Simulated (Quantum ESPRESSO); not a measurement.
Mg2GaO3Cl, a curve over one atom's position

Computed values, not a measurement. The program is pw.x of Quantum ESPRESSO 7.5 (plane-wave density functional theory). The cell is made up: 7 atoms on a zincblende/diamond lattice with one site empty, with randomly drawn elements, strain and displacements, not relaxed. PseudoDojo standard norm-conserving files (v0.5 for PBE, v0.4.1 for LDA and PBEsol) set the functional; there is no spin polarisation, spin-orbit coupling or dispersion term, and the masses in the input are unused placeholders.

Seven runs move atom 4 (O, counted in the order of the input) along x and keep all else fixed.

Input of the run at -0.0178:

```
&control calculation='scf', pseudo_dir='./dojo.nc.sr.pbe.v0_5.standard.upf', outdir='./o', disk_io='low', tprnfor=.true., tstress=.true. /
&system ibrav=0, nat=7, ntyp=4, nbnd=35, ecutwfc=84.00895049, nosym=.true., tot_charge=0,
 occupations='smearing', smearing='fd', degauss=0.0018374661
/
&electrons conv_thr=7.350e-09, electron_maxstep=60, /
ATOMIC_SPECIES
Cl 1.0 Cl.upf
Ga 1.0 Ga.upf
Mg 1.0 Mg.upf
O 1.0 O.upf
CELL_PARAMETERS angstrom
4.9048 0.0 0.0
0.0 4.9048 0.0
0.0 0.0 4.9048
ATOMIC_POSITIONS angstrom
Mg 0.0022 0.0079 -0.0017
Mg 2.3402 0.004 2.4782
Ga 2.4248 2.483 0.0155
O 1.1728 1.25 1.2316
O 1.2495 3.699 3.7084
Cl 3.7082 1.2187 3.6349
O 3.7108 3.7042 1.2941
K_POINTS automatic
4 4 4 1 1 1
```

| shift of atom 4 along x (Å) | free energy less that of the input shown (eV) | Fx on atom 4 (eV/Å) | Fy on atom 4 (eV/Å) | Fz on atom 4 (eV/Å) | pressure (GPa) | next band up at Gamma (eV) | iterations |
| --- | --- | --- | --- | --- | --- | --- | --- |
| -0.1348 | 0.2433 | 2.353 | -0.073 | -1.428 | -6.47 | 1.279 | 12 |
| -0.0973 | 0.1583 | 2.181 | -0.073 | -1.516 | -6.48 | 1.305 | 12 |
| -0.0673 | 0.0950 | 2.039 | -0.068 | -1.582 | -6.48 | 1.324 | 12 |
| -0.0405 | 0.0420 | 1.908 | -0.059 | -1.639 | -6.47 | 1.339 | 12 |
| -0.0178 | 0.0000 | 1.795 | -0.050 | -1.684 | -6.45 | 1.352 | 12 |
| +0.0238 | -0.0703 | 1.582 | -0.027 | -1.762 | -6.38 | 1.372 | 12 |
| +0.0714 | -0.1397 | 1.331 | 0.007 | -1.844 | -6.28 | 1.391 | 12 |

A cubic fit gives dFx/dx = -5.11 eV/Å² at zero shift. Across the table the free energy follows the integral of the force to within 0.1 meV. A rerun of one of the cells at 1437 eV and a 6 x 6 x 6 mesh moved values by no more than 0.002 eV in energy, 0.03 GPa in stress and 0.003 eV/Å in force. The band column is the level of band 30 at Gamma less that of band 29, whose number is half the electron count, rounded up; it comes from a band step after each run.